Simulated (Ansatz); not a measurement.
ScBi, first-principles data

ScBi:
```cif
data_Bi4Sc4
_chemical_formula_sum 'Sc4 Bi4'
_space_group_name_H-M_alt 'Fm-3m'
_space_group_IT_number 225
_space_group_name_Hall '-F 4 2 3'
_cell_length_a 5.94028
_cell_length_b 5.94028
_cell_length_c 5.94028
_cell_angle_alpha 90.000
_cell_angle_beta 90.000
_cell_angle_gamma 90.000
loop_
_atom_site_label
_atom_site_type_symbol
_atom_site_symmetry_multiplicity
_atom_site_Wyckoff_symbol
_atom_site_fract_x
_atom_site_fract_y
_atom_site_fract_z
_atom_site_occupancy
Sc1 Sc 4 b 0.50000 0.50000 0.50000 1
Bi1 Bi 4 a 0.00000 0.00000 0.00000 1
```
(The calculation used a cell of 2 atoms; values per cell refer to that cell.)

Space group Fm-3m (No. 225), rock salt; conventional cell a = b = c = 5.9403 Å, α = β = γ = 90.00°.

Method: DFT-PBEsol in the program Ansatz with PAW potentials. Structure relaxed to zero pressure with the same functional. Other levels are named where they apply.

**Cell and energy**

```
Quantity                                                         Value
-----------------------------------------------------  ---------------
Volume per atom                                               26.20 Å³
Density                                                     8.05 g/cm³
Formation energy from the elements (no fitted shifts)  -71 kJ/mol-atom
```

**Electronic structure**

```
Item                                                                        Result
------------------------------------  --------------------------------------------
Electronic character                                             metallic (no gap)
Density of states at the Fermi level  0.19 states/eV per atom (mean over ±0.08 eV)
Gap with spin–orbit coupling                                       none (metallic)
```

**Mechanics**

```
Property                                                                      Result
--------------------------------------------  --------------------------------------
Bulk modulus (Birch–Murnaghan fit)                                          64.4 GPa
Pressure derivative B′                                                           4.2
Elastic constants (relaxed ions, GPa)              C11 = 149, C12 = 22.3, C44 = 20.2
Mechanical stability                          stable (all eigenvalues of C positive)
Hill bulk and shear moduli                                         64.5 and 32.6 GPa
Young's modulus                                                             83.6 GPa
Poisson's ratio                                                                 0.28
Debye temperature from the elastic constants                                   225 K
```

**Phonons**

```
Item                                            Value
-----------------------------  ----------------------
Highest zone-centre frequency                196 cm⁻¹
Zone-centre stability          no imaginary mode at Γ
```

The workflow started from a Materials Project entry (that database holds measured and hypothetical structures alike); the Crystallography Open Database copy checked does not list it. With Sc and Bi taken as one species the cell has the higher symmetry Pm-3m, so it may be an ordered model of a mixed-site phase. Its standing as an ambient phase is unchecked. The PBEsol relaxation kept the symmetry of its start. No spin polarisation was allowed. As this level gives no gap, shear constants depend on the k-mesh and smearing (Fermi–Dirac, 0.1 eV here). As this level gives no gap, phonon frequencies hold no LO–TO term and depend on the k-mesh and smearing (Fermi–Dirac, 0.1 eV here). The references are the lowest solids computed at this level, not always the standard phases. Scalar-relativistic: spin–orbit coupling is off unless named, which matters more the heavier the elements.

Potentials: the later of the program's two PAW sets.
